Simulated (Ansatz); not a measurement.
Geometry optimisation in Ansatz: input, command and trajectory.

```yaml
crystal:
  lattice:
    - [1.5886665691, 0.9172170713, 5.06019722]
    - [-1.5886665691, 0.9172170713, 5.06019722]
    - [0.0, -1.8344341426, 5.06019722]
  atoms:
    - { symbol: Sr, position: [0.0, 0.0, 0.0], spin: -0.24 }
    - { symbol: Mn, position: [0.5, 0.5, 0.5], spin: 4.07 }
basis:
  ecutwfc: 420
kpoints:
  mp_grid: { grid: [6, 6, 6] }
hamiltonian:
  xc: pbe
scf:
  occupations: { method: gaussian, width: 0.1 }
  lower_state_search: "off"
output:
  forces: true
  stress: true
  eigenvalues: true
  populations: true
magnetization:
  spin_polarized: true
relax:
  adjacent_minimum: "off"
  f_tol: 0.04
  max_steps: 70
  cell: { stress_tol: 0.4 }
```

```bash
ansatz run input.yaml --threads 1 --pin off --max-ram 2560MiB --backend cpu --events-out ev --progress --plain --runs-dir out
```

Theory: Ansatz, DFT PBE, scalar-relativistic, plane waves, PAW.

Of 10 frames 10 are shown, positions in Å and forces in eV/Å; the SCF threshold varies from step to step. Steps run on the plane waves of an earlier cell, with a Pulay correction in the pressure. The basis is chosen afresh for the last frame, the zero of the energies, and at times for earlier ones too; energy and pressure step there, also at an unchanged geometry. Here that happened at step 7 (-15 meV/atom, 0.9 GPa); the frames before carry an error of that size.

```xyz
2
Lattice="1.5887 0.9172 5.0602 -1.5887 0.9172 5.0602 0.0000 -1.8344 5.0602" Properties=species:S:1:pos:R:3:forces:R:3 pbc="T T T" step=1 free_energy_over_end_meV_per_atom=258.77 pressure_GPa=9.58
Sr    0.0000    0.0000    0.0000    0.0000    0.0000    0.0000
Mn    0.0000    0.0000    7.5903    0.0000    0.0000    0.0000
2
Lattice="1.6665 0.9621 5.1490 -1.6665 0.9621 5.1490 0.0000 -1.9243 5.1490" Properties=species:S:1:pos:R:3:forces:R:3 pbc="T T T" step=2 free_energy_over_end_meV_per_atom=126.65 pressure_GPa=5.06
Sr    0.0000    0.0000    0.0000    0.0000    0.0000    0.0000
Mn    0.0000    0.0000    7.7235    0.0000    0.0000    0.0000
2
Lattice="1.7441 1.0069 5.1906 -1.7441 1.0069 5.1906 0.0000 -2.0139 5.1906" Properties=species:S:1:pos:R:3:forces:R:3 pbc="T T T" step=3 free_energy_over_end_meV_per_atom=55.84 pressure_GPa=2.27
Sr    0.0000    0.0000    0.0000    0.0000    0.0000    0.0000
Mn    0.0000    0.0000    7.7859    0.0000    0.0000    0.0000
2
Lattice="1.8211 1.0514 5.1941 -1.8211 1.0514 5.1941 0.0000 -2.1028 5.1941" Properties=species:S:1:pos:R:3:forces:R:3 pbc="T T T" step=4 free_energy_over_end_meV_per_atom=25.37 pressure_GPa=0.39
Sr    0.0000    0.0000    0.0000    0.0000    0.0000    0.0000
Mn    0.0000    0.0000    7.7912    0.0000    0.0000    0.0000
2
Lattice="1.8619 1.0750 5.0686 -1.8619 1.0750 5.0686 0.0000 -2.1500 5.0686" Properties=species:S:1:pos:R:3:forces:R:3 pbc="T T T" step=5 free_energy_over_end_meV_per_atom=23.16 pressure_GPa=-0.24
Sr    0.0000    0.0000    0.0000    0.0000    0.0000    0.0000
Mn    0.0000    0.0000    7.6029    0.0000    0.0000    0.0000
2
Lattice="1.8480 1.0669 5.1069 -1.8480 1.0669 5.1069 0.0000 -2.1339 5.1069" Properties=species:S:1:pos:R:3:forces:R:3 pbc="T T T" step=6 free_energy_over_end_meV_per_atom=22.39 pressure_GPa=0.01
Sr    0.0000    0.0000    0.0000    0.0000    0.0000    0.0000
Mn    0.0000    0.0000    7.6603    0.0000    0.0000    0.0000
2
Lattice="1.8480 1.0669 5.1069 -1.8480 1.0669 5.1069 0.0000 -2.1339 5.1069" Properties=species:S:1:pos:R:3:forces:R:3 pbc="T T T" step=7 free_energy_over_end_meV_per_atom=7.41 pressure_GPa=0.90
Sr    0.0000    0.0000    0.0000    0.0000    0.0000    0.0000
Mn    0.0000    0.0000    7.6603    0.0000    0.0000    0.0000
2
Lattice="1.8795 1.0852 5.0781 -1.8795 1.0852 5.0781 0.0000 -2.1703 5.0781" Properties=species:S:1:pos:R:3:forces:R:3 pbc="T T T" step=8 free_energy_over_end_meV_per_atom=1.94 pressure_GPa=0.42
Sr    0.0000    0.0000    0.0000    0.0000    0.0000    0.0000
Mn    0.0000    0.0000    7.6172    0.0000    0.0000    0.0000
2
Lattice="1.9088 1.1020 5.0481 -1.9088 1.1020 5.0481 0.0000 -2.2041 5.0481" Properties=species:S:1:pos:R:3:forces:R:3 pbc="T T T" step=9 free_energy_over_end_meV_per_atom=0.18 pressure_GPa=0.06
Sr    0.0000    0.0000    0.0000    0.0000    0.0000    0.0000
Mn    0.0000    0.0000    7.5722    0.0000    0.0000    0.0000
2
Lattice="1.9088 1.1020 5.0481 -1.9088 1.1020 5.0481 0.0000 -2.2041 5.0481" Properties=species:S:1:pos:R:3:forces:R:3 pbc="T T T" step=10 free_energy_over_end_meV_per_atom=0.00 pressure_GPa=0.05
Sr    0.0000    0.0000    0.0000    0.0000    0.0000    0.0000
Mn    0.0000    0.0000    7.5722    0.0000    0.0000    0.0000
```

The start puts this composition into another compound's structure type, which needn't suit it. The cell swells from 22.1 to 31.9 Å³ an atom, so the end can be far from any stable crystal. At the end the space group is R-3m (tolerance 0.05 Å).

Time: 46 s on 1 thread of Arm Neoverse V1 (shared host), peak memory 0.36 GiB.

The k mesh is coarse. Only parallel moments were tried here.